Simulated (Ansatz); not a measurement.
TaAg:
```cif
data_Ag2Ta2
_chemical_formula_sum 'Ta2 Ag2'
_space_group_name_H-M_alt 'P 1'
_space_group_IT_number 1
_cell_length_a 5.89992
_cell_length_b 5.89992
_cell_length_c 4.52888
_cell_angle_alpha 90.000
_cell_angle_beta 90.000
_cell_angle_gamma 153.688
loop_
_space_group_symop_operation_xyz
  'x, y, z'
loop_
_atom_site_label
_atom_site_type_symbol
_atom_site_fract_x
_atom_site_fract_y
_atom_site_fract_z
_atom_site_occupancy
Ta1 Ta 0.68200 0.31800 0.25000 1
Ag1 Ag 0.93644 0.06356 0.25000 1
Ta2 Ta 0.31800 0.68200 0.75000 1
Ag2 Ag 0.06356 0.93644 0.75000 1
```

Relaxed with r²SCAN.

**Question.** Tabulate the valence density and the electron localisation function along the shortest Ag–Ag contact (2.69 Å), r²SCAN in the plane-wave PAW code Ansatz.

**Answer.** 

```csv
distance from Ag (Å),density (e/Å³),ELF
0.27,17.19,0.72
0.40,11.98,0.59
0.54,7.32,0.51
0.67,3.93,0.45
0.81,1.89,0.38
0.94,0.89,0.29
1.07,0.49,0.21
1.21,0.35,0.17
1.34,0.30,0.17
1.48,0.35,0.17
1.61,0.49,0.21
1.75,0.89,0.29
1.88,1.89,0.38
2.01,3.93,0.45
2.15,7.32,0.51
2.28,11.98,0.59
2.42,17.19,0.72
```

The density is the valence pseudo-density with augmentation charge, so density and ELF within about 1 Å of a nucleus are not all-electron values.

Space group Cmcm. The start of the workflow was typed in or built on a structure type; neither database checked (COD, Materials Project) lists it. Whether it is the stable phase at ambient conditions was not checked. Symmetry was held in the r²SCAN relaxation; whether a distortion lowers the energy is not shown. No spin polarisation was allowed. Its formation energy is positive at this level, so the cell may be metastable or incomplete. Spin–orbit coupling is left out wherever it is not named.

Potentials: the earlier of the program's two PAW sets.
